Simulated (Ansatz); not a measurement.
One stationary structure of ZnCu2SnS4. Calculation: PBEsol (plane waves to 420 eV, PAW, scalar-relativistic; Ansatz, a first-principles code).

```
CELL_PARAMETERS angstrom
     -2.68742     2.68742     5.37554
      2.68742    -2.68742     5.37554
      2.68742     2.68742    -5.37554
ATOMIC_POSITIONS crystal
  Cu 0.00000 0.00000 0.00000
  Cu 0.75000 0.25000 0.50000
  Zn 0.25000 0.75000 0.50000
  Sn 0.50000 0.50000 0.00000
  S  0.63861 0.62967 0.52827
  S  0.10140 0.11035 0.47173
  S  0.37033 0.89860 0.00894
  S  0.88965 0.36139 0.99106
```

Q: Find the space group and the Wyckoff positions (tolerance 0.01 Å).

A: Space group I-4 (No. 82); a = b = 5.3748 Å, c = 10.7511 Å, α = β = γ = 90.00°

| atom | site | symmetry | x | y | z |
|---|---|---|---|---|---|
| Cu | 2a | -4.. | 0.0000 | 0.0000 | 0.0000 |
| Cu | 2c | -4.. | 0.0000 | 0.5000 | 0.2500 |
| Zn | 2d | -4.. | 0.5000 | 0.0000 | 0.2500 |
| Sn | 2b | -4.. | 0.0000 | 0.0000 | 0.5000 |
| S | 8g | 1 | 0.2597 | 0.2686 | 0.3700 |

Q: Give the shortest distances between elements (the closest pairs, up to four, under 3.6 Å).

A: Cu–S 2.27 Å; S–Zn 2.33 Å; S–Sn 2.45 Å; S–S 3.59 Å.

The volume per atom comes out as 19.41 Å³ and the band gap is 0.10 eV, direct at Γ (no spin-orbit coupling).

No spin polarisation in the result.

The run could not lose the symmetry of its start; a randomly shaken copy of 8 atoms returns to this structure.
